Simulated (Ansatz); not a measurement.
The following input was run with Ansatz 0.2.0.

```yaml
crystal:
  lattice:
    - [6.5407238193, 0.0, -0.0031523406]
    - [0.0, 3.7670133985, 0.0]
    - [-1.5136762848, 0.0, 10.5392397157]
  atoms:
    - { symbol: Ti, position: [0.5515723496, 0.75, 0.898582905] }
    - { symbol: Ti, position: [0.4484276504, 0.25, 0.101417095] }
    - { symbol: Ti, position: [0.6943153443, 0.75, 0.5652551995] }
    - { symbol: Ti, position: [0.3056846557, 0.25, 0.4347448005] }
    - { symbol: Ti, position: [0.2538455445, 0.75, 0.6553430627] }
    - { symbol: Ti, position: [0.7461544555, 0.25, 0.3446569373] }
    - { symbol: Pb, position: [0.0044465716, 0.75, 0.1502470732] }
    - { symbol: Pb, position: [0.9955534284, 0.25, 0.8497529268] }
    - { symbol: O, position: [0.473886419, 0.75, 0.0731754521] }
    - { symbol: O, position: [0.526113581, 0.25, 0.9268245479] }
    - { symbol: O, position: [0.744329987, 0.75, 0.3829800275] }
    - { symbol: O, position: [0.255670013, 0.25, 0.6170199725] }
    - { symbol: O, position: [0.3555032131, 0.75, 0.4787452777] }
    - { symbol: O, position: [0.6444967869, 0.25, 0.5212547223] }
    - { symbol: O, position: [0.8323501713, 0.75, 0.9443107856] }
    - { symbol: O, position: [0.1676498287, 0.25, 0.0556892144] }
    - { symbol: O, position: [0.9553023206, 0.75, 0.6290609411] }
    - { symbol: O, position: [0.0446976794, 0.25, 0.3709390589] }
    - { symbol: O, position: [0.5660275438, 0.75, 0.7143297344] }
    - { symbol: O, position: [0.4339724562, 0.25, 0.2856702656] }
    - { symbol: O, position: [0.2505427961, 0.75, 0.8237742543] }
    - { symbol: O, position: [0.7494572039, 0.25, 0.1762257457] }
basis:
  ecutwfc: 500
kpoints:
  mp_grid: { grid: [4, 8, 4] }
hamiltonian:
  xc: r2scan
scf:
  occupations: { method: gaussian, width: 0.02 }
output:
  forces: true
  stress: true
  eigenvalues: true
relax:
  adjacent_minimum: "off"
  f_tol: 0.01
  max_steps: 30
  cell: { stress_tol: 0.1, fix: [volume] }
```

Launched with
```bash
ansatz run input.yaml --threads 4 --pin off --max-ram 10240MiB --backend cpu --events-out ev --progress --plain --runs-dir out
```

Computed with Ansatz 0.2.0, DFT r2SCAN, scalar-relativistic, plane waves, PAW.

Abridged output:

```
Pseudopotentials: kind: paw
Pseudopotential: Ti, paw, valence charge 12, recommended cutoff 500 eV (meta_gga)
Pseudopotential: Pb, paw, valence charge 14, recommended cutoff 500 eV (meta_gga)
Pseudopotential: O, paw, valence charge 6, recommended cutoff 500 eV (meta_gga)
Functional definition: r2SCAN
Crystal: 22 atoms, lattice volume = 259.658 Å³
Basis set: ecut = 500 eV, 6575 PW (Γ), exchange–correlation on 192×120×320 points (64 copies of the dense FFT grid, shifted against one another)
Bands: 114, of which v1, the nominal top of the filled ones, is band 92 counted from 1 (91 counted from 0)
Symmetry: 4 space group operations
Space group: P21/m (ITA 11), of the structure as read, at distance tolerance 6.4e-5 Å
k-points: 50 of 128
Initial density: superposition of atomic densities (neutral atoms: chi_scale 0, normalization atom), corrected by the library's trained network
Initial wavefunctions: pseudopotential atomic-orbital guess
Functional: x = r2scan, c = r2scan; τ floored in thin density (d = 2e-4 eV/Å³)
SCF iter   1: F=—  HF=-46856.967310 eV  |F-HF|=—  |Δ(HF+E_count)|=         —  Δρ=2.25e-2  dr2=1.61e0  dr2_τ=1.31e0  ethr=1.77e-3  ⟨swp⟩=5.9  Hψ=23220  notcnv=0  defer=47
SCF iter   2: F=—  HF=-46857.187807 eV  |F-HF|=—  |Δ(HF+E_count)|=   2.20e-1  Δρ=1.07e-2  dr2=1.57e-1  dr2_τ=7.99e-2  ethr=8.73e-4  ⟨swp⟩=3.0  Hψ=11204  notcnv=0  defer=751
SCF iter   3: F=—  HF=-46857.171667 eV  |F-HF|=—  |Δ(HF+E_count)|=   1.61e-2  Δρ=3.79e-3  dr2=2.06e-2  dr2_τ=1.99e-3  ethr=8.54e-5  ⟨swp⟩=2.2  Hψ=8339  notcnv=0  defer=751
SCF iter   4: F=—  HF=-46857.173285 eV  |F-HF|=—  |Δ(HF+E_count)|=   1.62e-3  Δρ=1.47e-3  dr2=4.36e-3  dr2_τ=7.01e-4  ethr=1.12e-5  ⟨swp⟩=2.7  Hψ=7612  notcnv=0  defer=751
SCF iter   5: F=—  HF=-46857.173159 eV  |F-HF|=—  |Δ(HF+E_count)|=   1.26e-4  Δρ=4.82e-4  dr2=5.61e-4  dr2_τ=8.94e-5  ethr=2.37e-6  ⟨swp⟩=2.0  Hψ=8199  notcnv=0  defer=751
SCF iter   6: F=—  HF=-46857.173132 eV  |F-HF|=—  |Δ(HF+E_count)|=   2.70e-5  Δρ=1.50e-4  dr2=7.09e-5  dr2_τ=6.05e-6  ethr=3.05e-7  ⟨swp⟩=2.0  Hψ=8090  notcnv=0  defer=751
SCF iter   7: F=—  HF=-46857.173421 eV  |F-HF|=—  |Δ(HF+E_count)|=   2.89e-4  Δρ=8.96e-5  dr2=2.33e-5  dr2_τ=2.82e-6  ethr=3.85e-8  ⟨swp⟩=2.0  Hψ=8954  notcnv=0  defer=751
SCF iter   8: F=—  HF=-46857.173419 eV  |F-HF|=—  |Δ(HF+E_count)|=   1.29e-6  Δρ=2.71e-5  dr2=2.17e-6  dr2_τ=1.27e-7  ethr=1.27e-8  ⟨swp⟩=2.0  Hψ=8265  notcnv=0  defer=751
SCF iter   9: F=—  HF=-46857.173420 eV  |F-HF|=—  |Δ(HF+E_count)|=   3.61e-7  Δρ=9.23e-6  dr2=2.38e-7  dr2_τ=2.68e-8  ethr=1.18e-9  ⟨swp⟩=2.0  Hψ=8227  notcnv=0  defer=751
SCF iter  10: F=-46857.173420 eV  HF=-46857.173420 eV  |F-HF|=2.86e-8  |Δ(HF+E_count)|=   2.83e-9  Δρ=5.14e-6  dr2=6.10e-8  dr2_τ=9.06e-9  ethr=5.43e-11  ⟨swp⟩=11.8  Hψ=25958  notcnv=0
SCF 1 converged in 10 iterations: F = -46857.173420 eV  dr2 = 6.10e-8
relax step   1: F+E_penalty+E_count = -46857.17341981 eV  Δ(F+E_penalty+E_count) = +0.000e0 eV  max|allowed force component| = 4.222e-1 eV/Å  Δτ_max = 0.0000 Å  P = +6.466 GPa  Ω = 259.658 Å³  fix = [volume]  reactions: volume +6.466 GPa (10 SCF iters, dr2 threshold 1.00e-7 eV, accepted)
Basis set: ecut = 500 eV, 6573 PW (Γ), exchange–correlation on 192×120×320 points (64 copies of the dense FFT grid, shifted against one another)
Initial density: handed on by an earlier stage of this run
Initial wavefunctions: those handed on with the density
SCF iter   1: F=—  HF=-46857.073524 eV  |F-HF|=—  |Δ(HF+E_count)|=         —  Δρ=3.90e-3  dr2=2.90e-2  dr2_τ=4.80e-1  ethr=1.51e-5  ⟨swp⟩=7.0  Hψ=26080  notcnv=0  defer=29
SCF iter   2: F=—  HF=-46857.196142 eV  |F-HF|=—  |Δ(HF+E_count)|=   1.23e-1  Δρ=1.81e-3  dr2=7.52e-3  dr2_τ=5.22e-4  ethr=1.51e-5  ⟨swp⟩=5.3  Hψ=13851  notcnv=0  defer=42
SCF iter   3: F=—  HF=-46857.195738 eV  |F-HF|=—  |Δ(HF+E_count)|=   4.05e-4  Δρ=8.91e-4  dr2=2.17e-3  dr2_τ=1.34e-4  ethr=4.09e-6  ⟨swp⟩=4.0  Hψ=8550  notcnv=0  defer=40
SCF iter   4: F=—  HF=-46857.196089 eV  |F-HF|=—  |Δ(HF+E_count)|=   3.51e-4  Δρ=5.58e-4  dr2=7.89e-4  dr2_τ=9.45e-5  ethr=1.18e-6  ⟨swp⟩=4.0  Hψ=10021  notcnv=0  defer=51
SCF iter   5: F=—  HF=-46857.195995 eV  |F-HF|=—  |Δ(HF+E_count)|=   9.42e-5  Δρ=1.38e-4  dr2=4.34e-5  dr2_τ=3.67e-6  ethr=4.29e-7  ⟨swp⟩=2.1  Hψ=8670  notcnv=0  defer=49
SCF iter   6: F=—  HF=-46857.196007 eV  |F-HF|=—  |Δ(HF+E_count)|=   1.24e-5  Δρ=9.44e-5  dr2=2.16e-5  dr2_τ=2.62e-6  ethr=2.36e-8  ⟨swp⟩=2.0  Hψ=8928  notcnv=0  defer=49
SCF iter   7: F=-46857.196005 eV  HF=-46857.196005 eV  |F-HF|=2.10e-7  |Δ(HF+E_count)|=   2.47e-6  Δρ=2.58e-5  dr2=1.44e-6  dr2_τ=1.98e-7  ethr=1.20e-9  ⟨swp⟩=10.1  Hψ=33372  notcnv=0
SCF 2 converged in 7 iterations: F = -46857.196005 eV  dr2 = 1.44e-6
relax step   2: F+E_penalty+E_count = -46857.19600462 eV  Δ(F+E_penalty+E_count) = -2.258e-2 eV  max|allowed force component| = 3.215e-1 eV/Å  Δτ_max = 0.0623 Å  P = +4.986 GPa  Ω = 259.658 Å³  energy of the carried Pulay correction = +5.224e-17 eV  fix = [volume]  reactions: volume +4.986 GPa (7 SCF iters, dr2 threshold 2.20e-6 eV, accepted)
SCF iter   1: F=—  HF=-46857.181822 eV  |F-HF|=—  |Δ(HF+E_count)|=         —  Δρ=1.54e-3  dr2=4.94e-3  dr2_τ=6.63e-2  ethr=2.58e-6  ⟨swp⟩=6.6  Hψ=24273  notcnv=0  defer=13
SCF iter   2: F=—  HF=-46857.210047 eV  |F-HF|=—  |Δ(HF+E_count)|=   2.82e-2  Δρ=6.88e-4  dr2=1.72e-3  dr2_τ=8.86e-5  ethr=2.58e-6  ⟨swp⟩=4.2  Hψ=13336  notcnv=0  defer=6
SCF iter   3: F=—  HF=-46857.210163 eV  |F-HF|=—  |Δ(HF+E_count)|=   1.16e-4  Δρ=4.06e-4  dr2=5.63e-4  dr2_τ=2.30e-5  ethr=9.35e-7  ⟨swp⟩=2.2  Hψ=5926  notcnv=0  defer=3
SCF iter   4: F=—  HF=-46857.210155 eV  |F-HF|=—  |Δ(HF+E_count)|=   7.95e-6  Δρ=2.82e-4  dr2=2.03e-4  dr2_τ=2.39e-5  ethr=3.06e-7  ⟨swp⟩=2.6  Hψ=9276  notcnv=0  defer=2
SCF iter   5: F=—  HF=-46857.210127 eV  |F-HF|=—  |Δ(HF+E_count)|=   2.81e-5  Δρ=7.10e-5  dr2=1.17e-5  dr2_τ=8.71e-7  ethr=1.11e-7  ⟨swp⟩=2.1  Hψ=8631  notcnv=0
SCF iter   6: F=—  HF=-46857.210130 eV  |F-HF|=—  |Δ(HF+E_count)|=   2.93e-6  Δρ=4.14e-5  dr2=4.32e-6  dr2_τ=4.99e-7  ethr=6.37e-9  ⟨swp⟩=2.0  Hψ=8572  notcnv=0
SCF iter   7: F=-46857.210129 eV  HF=-46857.210129 eV  |F-HF|=2.74e-7  |Δ(HF+E_count)|=   3.29e-7  Δρ=1.48e-5  dr2=5.84e-7  dr2_τ=6.74e-8  ethr=1.20e-9  ⟨swp⟩=12.3  Hψ=30625  notcnv=0
SCF 3 converged in 7 iterations: F = -46857.210129 eV  dr2 = 5.84e-7
relax step   3: F+E_penalty+E_count = -46857.21012903 eV  Δ(F+E_penalty+E_count) = -1.412e-2 eV  max|allowed force component| = 7.946e-2 eV/Å  Δτ_max = 0.0235 Å  P = +5.066 GPa  Ω = 259.658 Å³  energy of the carried Pulay correction = +5.224e-17 eV  fix = [volume]  reactions: volume +5.066 GPa (7 SCF iters, dr2 threshold 2.20e-6 eV, accepted)
SCF iter   1: F=—  HF=-46857.134953 eV  |F-HF|=—  |Δ(HF+E_count)|=         —  Δρ=2.66e-3  dr2=1.36e-2  dr2_τ=1.56e-1  ethr=7.08e-6  ⟨swp⟩=6.7  Hψ=22186  notcnv=0  defer=19
   ...
SCF iter   3: F=—  HF=-46857.214106 eV  |F-HF|=—  |Δ(HF+E_count)|=   2.08e-5  Δρ=1.47e-4  dr2=5.19e-5  dr2_τ=7.63e-6  ethr=9.19e-8  ⟨swp⟩=2.0  Hψ=8563  notcnv=0
SCF iter   4: F=—  HF=-46857.214092 eV  |F-HF|=—  |Δ(HF+E_count)|=   1.39e-5  Δρ=5.95e-5  dr2=6.05e-6  dr2_τ=1.06e-6  ethr=2.82e-8  ⟨swp⟩=2.0  Hψ=8574  notcnv=0
SCF iter   5: F=—  HF=-46857.214372 eV  |F-HF|=—  |Δ(HF+E_count)|=   2.79e-4  Δρ=3.21e-5  dr2=1.55e-6  dr2_τ=1.45e-7  ethr=3.29e-9  ⟨swp⟩=2.0  Hψ=7935  notcnv=0
SCF iter   6: F=—  HF=-46857.214373 eV  |F-HF|=—  |Δ(HF+E_count)|=   1.08e-6  Δρ=1.49e-5  dr2=5.22e-7  dr2_τ=7.44e-8  ethr=8.43e-10  ⟨swp⟩=2.0  Hψ=8865  notcnv=0
SCF iter   7: F=—  HF=-46857.214373 eV  |F-HF|=—  |Δ(HF+E_count)|=   7.24e-8  Δρ=5.15e-6  dr2=4.45e-8  dr2_τ=4.19e-9  ethr=2.84e-10  ⟨swp⟩=2.0  Hψ=8849  notcnv=0
SCF iter   8: F=-46857.214373 eV  HF=-46857.214373 eV  |F-HF|=9.50e-9  |Δ(HF+E_count)|=   1.08e-8  Δρ=2.52e-6  dr2=1.67e-8  dr2_τ=1.54e-9  ethr=1.83e-11  ⟨swp⟩=13.0  Hψ=28987  notcnv=0
SCF 8 converged in 8 iterations: F = -46857.214373 eV  dr2 = 1.67e-8
relax step   8: F+E_penalty+E_count = -46857.21437252 eV  Δ(F+E_penalty+E_count) = -5.642e-5 eV  max|allowed force component| = 4.425e-2 eV/Å  Δτ_max = 0.0108 Å  P = +4.788 GPa  Ω = 259.658 Å³  energy of the carried Pulay correction = +5.224e-17 eV  fix = [volume]  reactions: volume +4.788 GPa (8 SCF iters, dr2 threshold 3.36e-8 eV, accepted)
SCF iter   1: F=—  HF=-46857.214109 eV  |F-HF|=—  |Δ(HF+E_count)|=         —  Δρ=1.94e-4  dr2=1.30e-4  dr2_τ=1.45e-3  ethr=7.03e-8  ⟨swp⟩=3.7  Hψ=20583  notcnv=0
SCF iter   2: F=—  HF=-46857.214288 eV  |F-HF|=—  |Δ(HF+E_count)|=   1.79e-4  Δρ=9.81e-5  dr2=2.10e-5  dr2_τ=2.06e-6  ethr=7.03e-8  ⟨swp⟩=2.5  Hψ=9857  notcnv=0
SCF iter   3: F=—  HF=-46857.214565 eV  |F-HF|=—  |Δ(HF+E_count)|=   2.77e-4  Δρ=4.60e-5  dr2=6.14e-6  dr2_τ=6.16e-7  ethr=1.14e-8  ⟨swp⟩=2.0  Hψ=8003  notcnv=0
SCF iter   4: F=—  HF=-46857.214564 eV  |F-HF|=—  |Δ(HF+E_count)|=   3.29e-7  Δρ=1.84e-5  dr2=8.48e-7  dr2_τ=1.48e-7  ethr=3.34e-9  ⟨swp⟩=2.0  Hψ=8466  notcnv=0
SCF iter   5: F=-46857.214564 eV  HF=-46857.214564 eV  |F-HF|=2.14e-9  |Δ(HF+E_count)|=   2.14e-8  Δρ=6.63e-6  dr2=1.04e-7  dr2_τ=8.61e-9  ethr=6.65e-11  ⟨swp⟩=12.2  Hψ=35078  notcnv=0
SCF 9 converged in 5 iterations: F = -46857.214564 eV  dr2 = 1.04e-7
relax step   9: F+E_penalty+E_count = -46857.21456449 eV  Δ(F+E_penalty+E_count) = -1.920e-4 eV  max|allowed force component| = 1.864e-2 eV/Å  Δτ_max = 0.0023 Å  P = +4.759 GPa  Ω = 259.658 Å³  energy of the carried Pulay correction = -2.612e-17 eV  fix = [volume]  reactions: volume +4.759 GPa (5 SCF iters, dr2 threshold 1.22e-7 eV, accepted)
SCF iter   1: F=—  HF=-46857.214529 eV  |F-HF|=—  |Δ(HF+E_count)|=         —  Δρ=1.06e-4  dr2=1.77e-5  dr2_τ=4.15e-4  ethr=9.77e-9  ⟨swp⟩=3.0  Hψ=21551  notcnv=0
SCF iter   2: F=—  HF=-46857.214584 eV  |F-HF|=—  |Δ(HF+E_count)|=   5.47e-5  Δρ=5.53e-5  dr2=6.11e-6  dr2_τ=4.38e-7  ethr=9.64e-9  ⟨swp⟩=2.0  Hψ=10201  notcnv=0
SCF iter   3: F=—  HF=-46857.214584 eV  |F-HF|=—  |Δ(HF+E_count)|=   4.35e-7  Δρ=2.12e-5  dr2=1.09e-6  dr2_τ=1.65e-7  ethr=3.32e-9  ⟨swp⟩=2.0  Hψ=7995  notcnv=0
SCF iter   4: F=—  HF=-46857.214584 eV  |F-HF|=—  |Δ(HF+E_count)|=   9.68e-8  Δρ=1.02e-5  dr2=2.22e-7  dr2_τ=2.73e-8  ethr=5.94e-10  ⟨swp⟩=2.8  Hψ=8871  notcnv=0
SCF iter   5: F=—  HF=-46857.214584 eV  |F-HF|=—  |Δ(HF+E_count)|=   1.99e-8  Δρ=4.32e-6  dr2=3.37e-8  dr2_τ=3.04e-9  ethr=1.21e-10  ⟨swp⟩=2.0  Hψ=7921  notcnv=0
SCF iter   6: F=-46857.214584 eV  HF=-46857.214584 eV  |F-HF|=1.26e-8  |Δ(HF+E_count)|=   2.02e-8  Δρ=2.65e-6  dr2=1.62e-8  dr2_τ=2.02e-9  ethr=1.18e-11  ⟨swp⟩=13.1  Hψ=30233  notcnv=0
SCF 10 converged in 6 iterations: F = -46857.214584 eV  dr2 = 1.62e-8
relax step  10: F+E_penalty+E_count = -46857.21458373 eV  Δ(F+E_penalty+E_count) = -1.923e-5 eV  max|allowed force component| = 4.609e-3 eV/Å  Δτ_max = 0.0010 Å  P = +4.772 GPa  Ω = 259.658 Å³  energy of the carried Pulay correction = +5.224e-17 eV  fix = [volume]  reactions: volume +4.772 GPa (6 SCF iters, dr2 threshold 2.17e-8 eV, accepted)
Initial wavefunctions: pseudopotential atomic-orbital guess (no wavefunctions were taken with the density)
SCF iter   1: F=—  HF=-46857.214176 eV  |F-HF|=—  |Δ(HF+E_count)|=         —  Δρ=7.01e-5  dr2=3.09e-7  dr2_τ=5.09e-7  ethr=1.83e-8  ⟨swp⟩=4.3  Hψ=42671  notcnv=0
SCF iter   2: F=—  HF=-46857.214507 eV  |F-HF|=—  |Δ(HF+E_count)|=   3.32e-4  Δρ=3.55e-5  dr2=7.80e-8  dr2_τ=1.58e-6  ethr=1.68e-10  ⟨swp⟩=2.1  Hψ=9406  notcnv=0
SCF iter   3: F=—  HF=-46857.214515 eV  |F-HF|=—  |Δ(HF+E_count)|=   7.66e-6  Δρ=4.43e-6  dr2=2.97e-8  dr2_τ=1.39e-8  ethr=4.24e-11  ⟨swp⟩=2.0  Hψ=9100  notcnv=0
SCF iter   4: F=-46857.214515 eV  HF=-46857.214515 eV  |F-HF|=1.31e-10  |Δ(HF+E_count)|=   4.16e-8  Δρ=4.18e-7  dr2=2.42e-10  dr2_τ=1.03e-10  ethr=1.00e-12  ⟨swp⟩=4.9  Hψ=24638  notcnv=0
SCF 11 converged in 4 iterations: F = -46857.214515 eV  dr2 = 2.42e-10
SCF converged after 4 iterations
Free energy (F): -46857.214515 eV
Harris-Foulkes:  -46857.214515 eV  (|F-HF|=1.31e-10)
Internal energy: -46857.214515 eV  (E = F + TS)
E sigma→0 (E₀):  -46857.214515 eV
Fermi energy:    10.200698 eV
--- Per-component energies (eV) ---
  E_band       = -1400.227814
  E_kinetic    = 4693.702697
  E_local      = -12761.566027  (includes V_loc(G=0)·N_el)
  E_nonlocal   = 1376.916709
  E_hartree    = 4978.014071
  E_xc         = -2017.916588
  E_vxc        = -2588.859533  (∫ρ·V_xc dr)
  E_paw        = -29426.406198  (= ΣΔE_a)
  E_vpaw       = -2248.274684  (= ΣTr[D̂ρ^β])
  E_aug_tail   = 0.014780  (compensation charges beyond the density's cutoff)
  E_vtau       = 171.810139  (kinetic-family band-sum trace: ∫τ·v_τ [+ j·A + Jᵃ·Aᵃ] dr)
  E_ewald      = -13699.937049
  E_core_change = -0.036911  (= ΣΔE_core)
  E_smearing   =  0.000000  (= −TS)
--- Forces (eV/Å), atoms counted from 1 ---
  atom   1  Ti    -0.00194256     0.00000000     0.00129630
  atom   2  Ti     0.00194256     0.00000000    -0.00129630
  atom   3  Ti    -0.00013031     0.00000000     0.00022118
  atom   4  Ti     0.00013031     0.00000000    -0.00022118
  atom   5  Ti    -0.00060943     0.00000000    -0.00405002
  atom   6  Ti     0.00060943     0.00000000     0.00405002
  atom   7  Pb     0.00031586     0.00000000     0.00305053
  atom   8  Pb    -0.00031586     0.00000000    -0.00305053
  atom   9  O      0.00010413     0.00000000     0.00026410
  atom  10  O     -0.00010413     0.00000000    -0.00026410
  atom  11  O     -0.00106667     0.00000000    -0.00012819
  atom  12  O      0.00106667     0.00000000     0.00012819
  atom  13  O      0.00092911     0.00000000    -0.00193587
  atom  14  O     -0.00092911     0.00000000     0.00193587
  atom  15  O      0.00468597     0.00000000     0.00306274
  atom  16  O     -0.00468597     0.00000000    -0.00306274
  atom  17  O     -0.00084044     0.00000000    -0.00020272
  atom  18  O      0.00084044     0.00000000     0.00020272
  atom  19  O     -0.00184163     0.00000000     0.00325673
  atom  20  O      0.00184163     0.00000000    -0.00325673
  atom  21  O      0.00150828     0.00000000     0.00087774
  atom  22  O     -0.00150828     0.00000000    -0.00087774
--- Stress (GPa, compression-positive) ---
        4.767215       0.000000       0.013283
        0.000000       4.761170       0.000000
        0.013281       0.000000       4.784640
  P = ⅓ Tr σ = 4.7710 GPa (47.710 kbar)
--- Band table (eV; the first three rows and the last of 50) ---
  k-point 0: bands = ["-50.1612", "-50.1465", "-50.0964", "-50.0934", "-50.0560", "-50.0222", "-25.5699", "-25.5121", "-25.5086", "-25.4696", "-25.3844", "-25.3812", "-25.3691", "-25.3322", "-25.3254", "-25.3027", "-25.2808", "-25.2521", "-25.2507", "-25.2476", "-25.2162", "-25.1941", "-25.1818", "-25.1600", "-10.5409", "-10.0369", "-9.8800", "-9.4773", "-9.4342", "-9.3830", "-9.3572", "-9.3563", "-9.0911", "-9.0289", "-8.8477", "-8.8285", "-8.7836", "-8.7794", "-6.7215", "-6.7061", "-6.6928", "-6.6774", "-6.6575", "-6.6224", "-6.6154", "-6.5828", "-6.5589", "-6.1446", "1.7004", "2.1106", "3.8328", "3.9536", "3.9835", "4.1651", "4.3422", "4.3773", "4.5239", "4.5701", "4.6696", "4.6867", "4.8 ...
  k-point 1: bands = ["-50.1612", "-50.1465", "-50.0969", "-50.0928", "-50.0560", "-50.0222", "-25.5698", "-25.5099", "-25.5065", "-25.4732", "-25.4084", "-25.3690", "-25.3502", "-25.3323", "-25.3283", "-25.3028", "-25.2882", "-25.2510", "-25.2502", "-25.2480", "-25.2117", "-25.1941", "-25.1839", "-25.1608", "-10.5255", "-10.0944", "-9.8461", "-9.4958", "-9.4144", "-9.3830", "-9.3534", "-9.3208", "-9.1285", "-9.0231", "-8.8656", "-8.8133", "-8.7944", "-8.7662", "-6.7215", "-6.7060", "-6.6928", "-6.6774", "-6.6576", "-6.6224", "-6.6156", "-6.5828", "-6.5589", "-6.1445", "1.6958", "2.1141", "3.8265", "3.9398", "3.9846", "4.1418", "4.3207", "4.4227", "4.5610", "4.5688", "4.6688", "4.6881", "4.8 ...
  k-point 2: bands = ["-50.1612", "-50.1465", "-50.0973", "-50.0924", "-50.0561", "-50.0222", "-25.5696", "-25.5080", "-25.5028", "-25.4783", "-25.4177", "-25.3690", "-25.3324", "-25.3315", "-25.3285", "-25.3028", "-25.3003", "-25.2502", "-25.2492", "-25.2489", "-25.2064", "-25.1942", "-25.1869", "-25.1617", "-10.5077", "-10.1422", "-9.8242", "-9.5060", "-9.4066", "-9.3888", "-9.3454", "-9.2486", "-9.1951", "-9.0199", "-8.8758", "-8.8104", "-8.7933", "-8.7602", "-6.7215", "-6.7060", "-6.6928", "-6.6774", "-6.6578", "-6.6224", "-6.6159", "-6.5827", "-6.5589", "-6.1445", "1.6912", "2.1175", "3.8205", "3.9272", "3.9856", "4.1227", "4.3140", "4.4476", "4.5302", "4.6382", "4.6545", "4.7424", "4.8 ...
  k-point 49: bands = ["-50.1486", "-50.1486", "-50.0954", "-50.0954", "-50.0371", "-50.0371", "-25.5535", "-25.5535", "-25.4849", "-25.4849", "-25.4653", "-25.4653", "-25.4375", "-25.4375", "-25.3681", "-25.3681", "-25.3127", "-25.3127", "-25.2422", "-25.2422", "-25.1999", "-25.1999", "-25.1663", "-25.1663", "-9.6229", "-9.6229", "-9.3511", "-9.3511", "-9.1849", "-9.1849", "-9.0235", "-9.0235", "-8.8674", "-8.8674", "-8.8003", "-8.8003", "-8.7131", "-8.7131", "-6.6829", "-6.6829", "-6.6558", "-6.6558", "-6.5800", "-6.5800", "-6.5626", "-6.5626", "-6.1930", "-6.1930", "1.7486", "1.7486", "3.5338", "3.5338", "3.6083", "3.6083", "3.8653", "3.8653", "4.0392", "4.0392", "4.2353", "4.2353", "4.51 ...
--- Relaxed structure (10 steps of the walk, 8 accepted, 1 SCFs on fresh bases) ---
  F+E_penalty+E_count = -46857.21451513 eV   max|allowed force component| = 4.686e-3 eV/Å   (the final SCF, on the basis selected at the relaxed cell)
  cell:  # Å, volume = 259.6583 Å³
    - [6.52774391, 0.0, 0.00252366]
    - [0.0, 3.78777416, 0.0]
    - [-1.50154495, 0.0, 10.50100831]
  atoms:
    - { symbol: Ti, position: [0.55285834, 0.75, 0.89966517] }
    - { symbol: Ti, position: [0.44714165, 0.25, 0.10033482] }
    - { symbol: Ti, position: [0.69314671, 0.75, 0.56366708] }
    - { symbol: Ti, position: [0.30685328, 0.25, 0.43633291] }
    - { symbol: Ti, position: [0.25412433, 0.75, 0.65752838] }
    - { symbol: Ti, position: [0.74587566, 0.25, 0.34247161] }
    - { symbol: Pb, position: [0.01175511, 0.75, 0.15279256] }
    - { symbol: Pb, position: [0.98824488, 0.25, 0.84720743] }
    - { symbol: O, position: [0.47256559, 0.75, 0.07500917] }
    - { symbol: O, position: [0.52743440, 0.25, 0.92499082] }
    - { symbol: O, position: [0.74257567, 0.75, 0.38015531] }
    - { symbol: O, position: [0.25742432, 0.25, 0.61984468] }
    - { symbol: O, position: [0.35636945, 0.75, 0.47855264] }
    - { symbol: O, position: [0.64363054, 0.25, 0.52144735] }
    - { symbol: O, position: [0.83534788, 0.75, 0.94679304] }
    - { symbol: O, position: [0.16465211, 0.25, 0.05320695] }
    - { symbol: O, position: [0.95648884, 0.75, 0.62754111] }
    - { symbol: O, position: [0.04351115, 0.25, 0.37245888] }
    - { symbol: O, position: [0.56834570, 0.75, 0.71557803] }
    - { symbol: O, position: [0.43165429, 0.25, 0.28442196] }
    - { symbol: O, position: [0.24769295, 0.75, 0.82705626] }
    - { symbol: O, position: [0.75230704, 0.25, 0.17294373] }
```

The relaxation met its thresholds.

It took 6 min on 4 threads of Oxide Virtual Turin-like Processor (Zen 5), with other jobs on the host, peak memory 2.5 GiB.

Spin–orbit coupling is left out, which can shift energies with elements as heavy as these.